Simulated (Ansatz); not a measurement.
# Ge: energy along a strain

Ge, P6_3/mmc, a = 3.996 Å, c = 6.603 Å. This isn't the element's structure at ambient conditions. Ansatz: r2SCAN, PAW, 500 eV, Γ-centred 12×12×6 mesh on 4 atoms, Gaussian smearing 0.03 eV; no spin polarisation. Cell vectors (Å): 3.996 0.000 0.000; -1.998 3.460 0.000; 0.000 0.000 6.603. The cell is strained by x per cent times the pattern (1 0 0 0 0 0) in the order xx yy zz yz xz xy (engineering shears), with fractional coordinates held. y is the free energy over the start, V0 = 22.823 Å³/atom.

```tsv
x (%)	y (meV/atom)
-6.00	53.24
-3.00	?
0.00	0.00
1.50	2.72
4.50	22.51
6.00	38.44
```

**Question.** Fit y = c2 x² + c3 x³ to the other rows, get the stiffness along the pattern, and predict the missing energy.

**Answer.** Least squares on the rows shown. y = 1.2724 x² − 0.034380 x³. The clamped-ion stiffness p·C·p = 2 × 12.72 eV × 160.2 / 22.823 Å³ = 179 GPa, which is C11 in these axes. At x = -3.00 the fit asked for gives 12.38 meV/atom. The run gave 12.27 meV/atom, so the fit is 0.11 meV/atom too high, within twice the rms miss on the fitted rows (0.07 meV/atom).

Cost: 6 runs of about 6.2 core-minutes in all, on Arm Neoverse V1 (shared hosts).